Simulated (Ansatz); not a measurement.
La2GeO5:
```yaml
crystal:
  lattice:
    - [9.61352, 0.00000, 0.00000]
    - [0.00000, 7.48809, 0.00000]
    - [-2.14228, 0.00000, 6.77873]
  atoms:
    - { symbol: La, position: [0.38299, 0.64518, 0.08476] }
    - { symbol: La, position: [0.61701, 0.35482, 0.91524] }
    - { symbol: La, position: [0.61701, 0.14518, 0.41524] }
    - { symbol: La, position: [0.38299, 0.85482, 0.58476] }
    - { symbol: La, position: [0.97850, 0.37511, 0.76526] }
    - { symbol: La, position: [0.02150, 0.62489, 0.23474] }
    - { symbol: La, position: [0.02150, 0.87511, 0.73474] }
    - { symbol: La, position: [0.97850, 0.12489, 0.26526] }
    - { symbol: Ge, position: [0.29815, 0.41219, 0.54064] }
    - { symbol: Ge, position: [0.70185, 0.58781, 0.45936] }
    - { symbol: Ge, position: [0.70185, 0.91219, 0.95936] }
    - { symbol: Ge, position: [0.29815, 0.08781, 0.04064] }
    - { symbol: O, position: [0.59116, 0.77080, 0.44583] }
    - { symbol: O, position: [0.40884, 0.22920, 0.55417] }
    - { symbol: O, position: [0.40884, 0.27080, 0.05417] }
    - { symbol: O, position: [0.59116, 0.72920, 0.94583] }
    - { symbol: O, position: [0.11079, 0.13742, 0.99047] }
    - { symbol: O, position: [0.88921, 0.86258, 0.00953] }
    - { symbol: O, position: [0.88921, 0.63742, 0.50953] }
    - { symbol: O, position: [0.11079, 0.36258, 0.49047] }
    - { symbol: O, position: [0.88628, 0.12115, 0.55063] }
    - { symbol: O, position: [0.11372, 0.87885, 0.44937] }
    - { symbol: O, position: [0.11372, 0.62115, 0.94937] }
    - { symbol: O, position: [0.88628, 0.37885, 0.05063] }
    - { symbol: O, position: [0.63121, 0.04462, 0.74939] }
    - { symbol: O, position: [0.36879, 0.95538, 0.25061] }
    - { symbol: O, position: [0.36879, 0.54462, 0.75061] }
    - { symbol: O, position: [0.63121, 0.45538, 0.24939] }
    - { symbol: O, position: [0.29156, 0.92380, 0.85679] }
    - { symbol: O, position: [0.70844, 0.07620, 0.14321] }
    - { symbol: O, position: [0.70844, 0.42380, 0.64321] }
    - { symbol: O, position: [0.29156, 0.57620, 0.35679] }
```

Relaxed with r²SCAN. Special points in fractions of this cell's reciprocal vectors: Γ (0.000, 0.000, 0.000); Z (0.000, 0.500, 0.000); D (0.000, 0.500, 0.500); B (0.000, 0.000, 0.500); A (-0.500, 0.000, 0.500); E (-0.500, 0.500, 0.500); C2 (-0.500, 0.500, 0.000); Y2 (-0.500, 0.000, 0.000).

Q: List the band energies nearest the valence-band maximum at these points for plane-wave PAW r²SCAN (Ansatz code).

A: In eV from the valence-band maximum; about four levels below and three above (degenerate sets whole), none deeper than 8.9 eV; points with the same levels are listed once.

```tsv
k	below	above
Γ	-0.33 -0.26 -0.17 -0.05	4.71 5.07 5.14
Z	-0.28 -0.28 -0.22 -0.22	5.12 5.12 5.24 5.24
D	-0.36 -0.36 -0.20 -0.20	5.13 5.13 5.26 5.26
B	-0.29 -0.29 -0.17 -0.17	5.09 5.09 5.26 5.26
A	-0.28 -0.28 -0.23 -0.23	5.10 5.10 5.27 5.27
E	-0.35 -0.35 -0.20 -0.20	5.18 5.18 5.22 5.22
C2	-0.26 -0.26 -0.17 -0.17	5.13 5.13 5.27 5.27
Y2	-0.33 -0.31 -0.24 0.00	5.12 5.14 5.25
```

Space group P2_1/c. The first step of the workflow began from a Materials Project structure, measured or hypothetical; the Crystallography Open Database copy checked does not list it. Its standing as an ambient phase is unchecked. The r²SCAN relaxation kept the symmetry of its start; its stability against distortions is not shown here. Scalar-relativistic: spin–orbit coupling is off unless named, which matters more the heavier the elements.

Potentials: the later of the program's two PAW sets.
